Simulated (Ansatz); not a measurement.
LaTiO$_{2}$F:
```
CELL_PARAMETERS angstrom
      4.02336     0.00000     0.00000
      0.00000     4.02336     0.00000
      0.00000     0.00000     7.96810
ATOMIC_POSITIONS crystal
  La 0.50000 0.50000 0.25000
  Ti 0.00000 0.00000 0.00000
  O  0.50000 0.00000 0.00000
  O  0.00000 0.50000 0.00000
  F  0.00000 0.00000 0.25000
  La 0.50000 0.50000 0.75000
  Ti 0.00000 0.00000 0.50000
  O  0.50000 0.00000 0.50000
  O  0.00000 0.50000 0.50000
  F  0.00000 0.00000 0.75000
```
The run is spin-polarised; directions of the spins, atom by atom: 0 ↑ 0 0 0 0 ↓ 0 0 0.

Relaxed with r²SCAN.

Question: Give the Bader charges and basin volumes of the independent atoms, plane-wave PAW r²SCAN (Ansatz code).

Answer: 

| atom | Bader charge (e) | Bader volume (Å³) |
|---|---|---|
| La1 | +1.87 | 20.2 |
| Ti2 | +1.85 | 8.0 |
| O3 | -1.42 | 12.9 |
| F5 | -0.87 | 10.6 |

Space group P4/mmm. The start of the workflow was typed in or built on a structure type; neither database checked (COD, Materials Project) lists it. Its standing as an ambient phase is unchecked. The cell was relaxed with r²SCAN under the symmetry of its start, as lowered by the spin order; whether a distortion lowers the energy is not shown. Spin order of the final state: antiferromagnetic, chosen from 3 collinear starts compared on coarse meshes (ties went to the first, and starts can fall back to one state), not a proven ground state. Other orbital occupations within this spin state were not tried. No Hubbard U is applied. Scalar-relativistic: spin–orbit coupling is off unless named, which matters more the heavier the elements.

Potentials: the earlier of the program's two PAW sets. The files were generated under PBE; for other functionals the program regenerates the frozen cores, and for LDA and PBEsol the local potential too.
